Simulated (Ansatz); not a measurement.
One crystal and one scan (energy over volume and axial ratio) at two levels, PBE (plane waves to 420 eV, PAW, scalar-relativistic; Ansatz, a first-principles code) and r2SCAN (plane waves to 500 eV, PAW, scalar-relativistic; Ansatz), each from its own relaxed cell and on its own mesh. The cell shown is that of PBE.

InP (zinc blende)

```xyz
2
Lattice="0.0000 2.9799 2.9799 2.9799 0.0000 2.9799 2.9799 2.9799 0.0000" Properties=species:S:1:pos:R:3 pbc="T T T"
P      4.4698     4.4698     4.4698
In     0.0000     0.0000     0.0000
```

Two coordinates are scanned: the volume, and the ratio of the stretch along z (the conventional c axis) to the stretch across it. Atoms keep their fractional coordinates.

The energy includes the smearing's −TS. InP was relaxed with its symmetry unable to fall. The PAW data are Ansatz's earlier set. Percentages come from the unrounded values. Both scans cover V/V₀ from 0.960 to 1.040 and (c/a)/(c/a)₀ from 0.960 to 1.040.

```json
[
 {"quantity": "Lattice constant a (Å)", "PBE": "5.960", "r2SCAN": "5.907", "PBE − r2SCAN": "+0.053 (+0.9 %)"},
 {"quantity": "Shear modulus C′ = (C11 − C12)/2 (fit, atoms clamped) (GPa)", "PBE": "21", "r2SCAN": "22", "PBE − r2SCAN": "-1 (-8 %)"}
]
```

PBE gives the higher value for: lattice constant a. Neither level is exact: the differences show how much the result hangs on the functional.

(A scan under strain: stresses follow from slopes of the energy per volume, elastic moduli from its curvatures.)
